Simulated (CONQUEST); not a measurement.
Consider a self-consistent single point of SiC (F-43m, 8 atoms in the cell; from Materials Project mp-8062, changed as shown).

```xyz
8
Lattice="4.2669 0.0000 0.0000 0.0000 4.2669 0.0000 0.0000 0.0000 4.2669" Properties=species:S:1:pos:R:3 pbc="T T T"
Si     1.0667     1.0667     3.2002
Si     1.0667     3.2002     1.0667
Si     3.2002     1.0667     1.0667
Si     3.2002     3.2002     3.2002
C      0.0000     0.0000     0.0000
C      0.0000     2.1335     2.1335
C      2.1335     0.0000     2.1335
C      2.1335     2.1335     0.0000
```

All values come from this method and carry its errors: CONQUEST 1.3 with PBE, numerical atomic orbitals double-zeta with polarisation (the shipped basis), PseudoDojo norm-conserving potentials made for PBE.

CONQUEST settings:

- basis: DZP
- Diag.MPMeshX, Y, Z: 4 4 4
- potentials: PseudoDojo norm-conserving PBE
- Grid.GridCutoff: 140 Ha
- DM.SolutionMethod: diagon
- Diag.kT: 0.000367 Ha
- Diag.GammaCentred: true
- minE.SCTolerance: 1.0e-06
- SC.MaxIters: 100
- SC.LinearMixingFactor: 0.5
- AtomMove.TypeOfRun: static

Results:

| Quantity | Result |
|---|---|
| Number of valence electrons | 32 |
| Number of bands | 104 |
| Number of k-points after the program's reduction | 51 |
| Size of the basis | 104 |
| Number of SCF iterations | 7 |
| FFT grid | 48 × 48 × 48 |
| Free energy E − TS | -1115.9506 eV |
| Top of the valence band (on the code's own zero) | -7.37 eV |
| Gap on the k-point mesh | 1.26 eV |
| Pressure | 21.81 GPa |

The gap is read on the k-point mesh of the run and can differ from the gap over the whole zone at this level.

For comparison: a first run was changed to give this one (lattice scaled by 0.98), and from it to this one the free energy goes up by 52.7 meV/atom, the pressure goes from 6.46 to 21.81 GPa and the gap on the mesh goes from 1.315 to 1.260 eV.

The program uses no crystal symmetry, so grid and mesh can part values that symmetry would make equal. The atom-centred basis is finite, which shifts total energies, pressures and gaps against plane waves. The structure comes from a collection of computed structures, made at another level of theory; the collection holds predicted forms beside known ones. At this pressure the cell is far from its equilibrium volume at this level.

Cost on one core: roughly 100 core-seconds.
